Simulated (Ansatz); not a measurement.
A trial cell of TbBeC, before relaxation:

```cif
data_structure
_symmetry_space_group_name_H-M 'P 1'
_symmetry_Int_Tables_number 1
_cell_length_a 3.4836
_cell_length_b 3.4836
_cell_length_c 3.5553
_cell_angle_alpha 90.000
_cell_angle_beta 90.000
_cell_angle_gamma 90.000
_cell_volume 43.15
loop_
_atom_site_label
_atom_site_type_symbol
_atom_site_fract_x
_atom_site_fract_y
_atom_site_fract_z
_atom_site_occupancy
Tb1 Tb 0.00000 0.00000 0.00000 1
Be1 Be 0.50000 0.50000 0.50000 1
C1 C 0.50000 0.50000 0.00000 1
```

All numbers below come from DFT PBE, scalar-relativistic, plane waves, PAW, and for the lanthanide a 4f-in-core norm-conserving potential, in Ansatz. Cutoff 690 eV, Gaussian smearing, Γ-centred meshes. Cell and atoms relax on a converged mesh. In metals the finer mesh still leaves noise of several meV/atom or more. The steps can't lower the symmetry of their start. No spin polarisation.

A guess keeps its type if space group and coordination stay and the shape of the cell changes little (axis ratios within about 15 %, angles within 6°); the volume may change.

Problem. Does it keep its structure type, or change into something else?

Solution. It keeps its type. The symmetry stays P4/mmm (No. 123). The volume per atom grows by 1.7 %, from 14.4 to 14.6 Å³. The shortest distance goes from 1.78 Å (Be–C) to 1.69 Å (Be–C). The ratio c/a of the conventional cell changes by a factor of 0.92. Counting neighbours within 15 % of an atom's shortest distance, the start has Be 2, C 2, Tb 4 and the end Be 2, C 2, Tb 4.

The last run used a 14×14×14 mesh for its 3-atom cell and Gaussian smearing of 0.10 eV. An odd number of valence electrons (the lanthanide is held trivalent, its 4f shell in the core) allows no gap without spin; another valence of the lanthanide, a larger cell or a magnetic state could open one. A structure relaxed within its symmetry needn't be a true minimum. Another cell of TbBeC relaxed alike, in P-6m2, lies 24 meV/atom lower, so this cell isn't the stable form at this level.

The lanthanide is trivalent by construction, without f bands, f moments or other valences.
